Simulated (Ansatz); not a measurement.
TaRu (L1₀ or tetragonal B2, P4/mmm) under volume change, plane-wave PAW PBEsol (Ansatz code), shape and atoms relaxed at each volume.

```csv
V (Å³/atom),E − E(relaxed) (meV/atom),P (GPa)
14.091,125.9,31.44
14.556,52.9,19.25
15.021,___,___
15.485,0.0,0.01
15.950,11.2,-7.55
16.414,___,___
16.879,91.5,-19.52
```

Task: Some entries are withheld; supply them.

Result: 
- 16.414, E − E(relaxed) (meV/atom): 42.7
- 16.414, P (GPa): -14.00
- 15.021, E − E(relaxed) (meV/atom): 12.5
- 15.021, P (GPa): 8.87

Task: What does a third-order Birch–Murnaghan fit give for V₀, B₀ and B′?

Result: V₀ = 15.49 Å³/atom, B₀ = 272 GPa, B′ = 4.3.

The workflow started from an entry of the Crystallography Open Database (COD), which files this formula under 2 space groups. Whether it is the stable phase at ambient conditions was not checked. The cell was relaxed with PBEsol under the symmetry of its start; of distortions, only those at the zone centre were tested. No spin polarisation was allowed. Spin–orbit coupling is left out wherever it is not named.

Potentials: the later of the program's two PAW sets.
